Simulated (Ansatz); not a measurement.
MoP (CsCl type, Pm-3m) at seven volumes, the program Ansatz at the PBE level (PAW), scaled uniformly. One row is withheld.

```csv
V (Å³/atom),P (GPa)
12.320,?
12.726,16.65
13.132,7.63
13.538,0.00
13.944,-6.47
14.350,-11.94
14.756,-16.57
```

Q: Fit the shown pressures and predict the withheld one.

A: P = (3/2)B₀(x^(7/2) − x^(5/2))[1 + (3/4)(B′ − 4)(x − 1)] with x = (V₀/V)^(2/3). Least squares on the six rows gives V₀ = 13.538 Å³/atom, B₀ = 234 GPa, B′ = 4.55. At V = 12.320, x = 1.0649 and P = 27.36 GPa. The run itself gave 27.30 GPa.

A made-up cell: these elements were put on the sites of a structure type; neither database checked (COD, Materials Project) lists it. COD files the formula under space group No. 187, so this cell is another polymorph or a model. Whether it is the stable phase at ambient conditions was not checked. The PBE relaxation kept the symmetry of its start; whether a distortion lowers the energy is not shown. The run is not spin-polarised.

Potentials: the earlier of the program's two PAW sets.
